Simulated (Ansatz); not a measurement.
**Computed properties of LiC6**

LiC$_{6}$:
Space group Cmmm (No. 65); a = 2.498 Å, b = 12.922 Å, c = 3.562 Å, α = β = γ = 90.00°

| atom | site | symmetry | x | y | z |
|---|---|---|---|---|---|
| C | 4i | m2m | 0.0000 | 0.0568 | 0.0000 |
| C | 4i | m2m | 0.0000 | 0.3872 | 0.0000 |
| C | 4i | m2m | 0.0000 | 0.2771 | 0.0000 |
| Li | 2c | mmm | 0.0000 | 0.5000 | 0.5000 |
(The calculation used a cell of 7 atoms; values per cell refer to that cell.)

Space group Cmmm (No. 65); conventional cell a = 2.498 Å, b = 12.922 Å, c = 3.562 Å, α = β = γ = 90.00°.

Method: DFT-PBEsol in the program Ansatz with PAW potentials. The cell and atoms are relaxed at this level. Other levels are named where they apply.

Cell and energy:

* **Volume per atom**: 8.21 Å³
* **Density**: 2.28 g/cm³
* **Formation energy from the elements (no fitted shifts)**: 0.009 eV/atom

Electronic structure:

- Electronic character: metallic (no gap)
- Density of states at the Fermi level: 0.15 states/eV per atom (mean over ±0.08 eV)

Mechanics:

- Bulk modulus (Birch–Murnaghan fit): 70.1 GPa
- Pressure derivative B′: 5.0

Phonons:

- Highest zone-centre frequency: 44.19 THz
- Zone-centre stability: no imaginary mode at Γ

The start of the workflow was typed in or built on a structure type; neither database checked (COD, Materials Project) lists it. Its standing as an ambient phase is unchecked. Symmetry was held in the PBEsol relaxation. As this level gives no gap, phonon frequencies hold no LO–TO term and depend on the k-mesh and smearing (Fermi–Dirac, 0.1 eV here). The references are the lowest solids computed at this level, not always the standard phases.

Potentials: the later of the program's two PAW sets.
